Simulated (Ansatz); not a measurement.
GaNi3 (Cu3Au type, Pm-3m) at seven volumes, the program Ansatz at the r²SCAN level (PAW), scaled uniformly. One row is withheld.

```tsv
V (Å³/atom)	P (GPa)
10.084	24.01
10.417	?
10.749	6.67
11.082	0.02
11.414	-5.56
11.746	-10.25
12.079	-14.17
```

### Question
Fit the shown pressures and predict the withheld one.

### Answer
P = (3/2)B₀(x^(7/2) − x^(5/2))[1 + (3/4)(B′ − 4)(x − 1)] with x = (V₀/V)^(2/3). Least squares on the six rows gives V₀ = 11.083 Å³/atom, B₀ = 202 GPa, B′ = 4.81. At V = 10.417, x = 1.0422 and P = 14.53 GPa. The run itself gave 14.58 GPa.

The workflow started from a Materials Project entry (that database holds measured and hypothetical structures alike); the Crystallography Open Database copy checked does not list it. With Ga and Ni taken as one species the cell has the higher symmetry Fm-3m, so it may be an ordered model of a mixed-site phase. Its standing as an ambient phase is unchecked. The cell was relaxed with r²SCAN under the symmetry of its start; its stability against distortions is not shown here. Magnetic state: ferromagnetic, the only order run, not a proven ground state. Other orbital occupations within this spin state were not tried.

Potentials: the later of the program's two PAW sets.
